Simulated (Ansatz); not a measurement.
BaTiO$_{3}$:
```yaml
crystal:
  lattice:
    - [3.97187, 0.00000, 0.00000]
    - [0.00000, 3.97187, 0.00000]
    - [0.00000, 0.00000, 4.11405]
  atoms:
    - { symbol: Ti, position: [0.50000, 0.50000, 0.45242] }
    - { symbol: Ba, position: [0.00000, 0.00000, 0.93434] }
    - { symbol: O, position: [0.50000, 0.50000, 0.89508] }
    - { symbol: O, position: [0.50000, 0.00000, 0.41208] }
    - { symbol: O, position: [0.00000, 0.50000, 0.41208] }
```

Relaxed with r²SCAN. Special points in fractions of this cell's reciprocal vectors: Γ (0.000, 0.000, 0.000); X (0.000, 0.500, 0.000); M (0.500, 0.500, 0.000); Z (0.000, 0.000, 0.500); R (0.000, 0.500, 0.500); A (0.500, 0.500, 0.500).

Task: List the band energies nearest the valence-band maximum at these points for plane-wave PAW r²SCAN with spin–orbit coupling (Ansatz code).

Result: In eV from the valence-band maximum; about four levels below and three above (degenerate sets whole), none deeper than 8.9 eV; points with the same levels are listed once.

| k | below | above |
|---|---|---|
| Γ | -0.49 -0.49 -0.44 -0.44 | 2.23 2.23 2.70 2.70 |
| X | -1.38 -1.38 -1.18 -1.18 | 2.79 2.79 3.90 3.90 |
| M | -1.03 -1.03 -0.04 -0.04 | 4.01 4.01 4.03 4.03 |
| Z | -0.74 -0.74 -0.71 -0.71 | 2.33 2.33 3.89 3.89 |
| R | -0.97 -0.97 -0.39 -0.39 | 3.92 3.92 3.95 3.95 |
| A | -0.34 -0.34 0.00 0.00 | 4.50 4.50 4.51 4.51 |

Space group P4mm. Symmetry was held in the r²SCAN relaxation. The run is not spin-polarised.

Potentials: the later of the program's two PAW sets.
